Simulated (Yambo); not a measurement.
CsCdCl3 (cubic perovskite, space group Pm-3m, No. 221), G0W0@LDA in Yambo with this input:

```
rim_cut
gw0
dyson
el_el_corr
HF_and_locXC
ppa
em1d
RandQpts= 1000000
RandGvec= 1 Ry
EXXRLvcs= 102 Ry
VXCRLvcs= 408 Ry
Chimod= "HARTREE"
% BndsRnXp
 5 | 268 |
%
NGsBlkXp= 8 Ry
% LongDrXp
 1.0 | 1.0 | 1.0 |
%
PPAPntXp= 27.2114 eV
% GbndRnge
 1 | 268 |
%
GTermKind= "BG"
DysSolver= "n"
ExtendOut
```

On a 2×2×2 mesh, with wavefunctions cut at 102 Ry, the gap (R → Γ) is 3.732 eV and the valence edge shifts by -1.206 eV.

Question: What happens with this change: exchange cut at 10 Ry?

Answer: The gap falls by 0.259 eV, to 3.473 eV; the shift of the valence edge becomes -0.272 eV. Neither run is shown to be the converged limit.

Spin-orbit coupling is not included.

Geometry of the Materials Project entry, not relaxed at this level; primitive cell a = b = c = 5.264 Å, α = β = γ = 90.00°.

A shift is the quasiparticle energy of the state minus its LDA energy.
